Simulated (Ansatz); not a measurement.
A generated cell, in the space group of a known form (sites not compared), of Ti3Ga: P6₃/mmc (No. 194), hP8; a = b = 5.623 Å, c = 4.593 Å, α = β = 90.00°, γ = 120.00°; Ti 6h (0.340, 0.170, 0.250); Ga 2c (0.333, 0.667, 0.250). These are PBEsol (plane waves to 420 eV, PAW, scalar-relativistic; Ansatz, a quantum-chemistry and plane-wave program) values and carry that method's errors. Element references, the lowest calculated here: Ga (Cmce), Ti (P6₃/mmc).

Total energies (eV/atom, σ → 0; comparable only within this code, potentials and settings):

| phase | E (eV/atom) |
|---|---|
| Ti3Ga (P6₃/mmc) | -2791.580 |
| Ga (Cmce) | -3743.203 |
| Ti (P6₃/mmc) | -2473.897 |

What is the formation energy of this P6₃/mmc form of Ti3Ga from the elements?

E_f = -2791.580 − [3 × (-2473.897) + 1 × (-3743.203)] / 4 = -0.36 eV/atom (-1.4 eV per formula unit).

A lower structure of this composition may exist.

Static energies, no anion corrections, no zero-point energy. Values are rounded to 0.01 eV/atom. Not shown to be the ambient phase of their composition (a lower form may be missing, and a cell relaxed within its start's symmetry can be a saddle point): Ti3Ga (P6₃/mmc). The compounds carry no spin polarisation.
